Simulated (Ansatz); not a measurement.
## WS: which magnetic state is lowest?

Computed with DFT r2SCAN, scalar-relativistic, plane waves, PAW in Ansatz 0.2.0.

```yaml
crystal:
  lattice:
    - [0.00000, 2.44991, 2.44991]
    - [2.44991, 0.00000, 2.44991]
    - [2.44991, 2.44991, 0.00000]
  atoms:
    - { symbol: W, position: [0.00000, 0.00000, 0.00000] }
    - { symbol: S, position: [0.50000, 0.50000, 0.50000] }
```

| Quantity | Value |
| --- | --- |
| plane-wave cutoff | 500 eV |
| Γ-centred k-mesh | 14×14×14 |
| occupation rule | Gaussian smearing, 0.1 eV |
| list of starting moments (μB, in atom order) | 2.5 0 |
| check for lower electronic states after the SCF | off |

All runs keep this geometry, which isn't relaxed for the lowest state (largest force there 0.000 eV/Å, pressure 4.4 GPa) and needn't be a stable compound; relaxing each order can shift differences of a few meV. Site moments are spin moments in atom-centred spheres that scale with the neighbour distance. The states are those that the runs reached from these starts; a lower one can exist. No antiferromagnetic start is among these.

Starts tried: no spin; large parallel starting moments. Which state comes out lowest, and what are the moments?

All starts lose their moments; the cell is non-magnetic at this level.

```json
{"start": "no spin", "ends": "non-magnetic", "energy above lowest (meV/atom)": "0.00", "site moments (μB)": "none over 0.05", "gap on mesh (eV)": "metal", "P (GPa)": "4.4"}
{"start": "large parallel starting moments", "ends": "non-magnetic", "energy above lowest (meV/atom)": "0.00", "site moments (μB)": "none over 0.05", "gap on mesh (eV)": "metal", "P (GPa)": "4.4"}
```

Cost: 2 runs of about 0.82 core-minutes in all, on Intel Xeon Platinum 8259CL (Skylake/Cascade Lake) (shared hosts).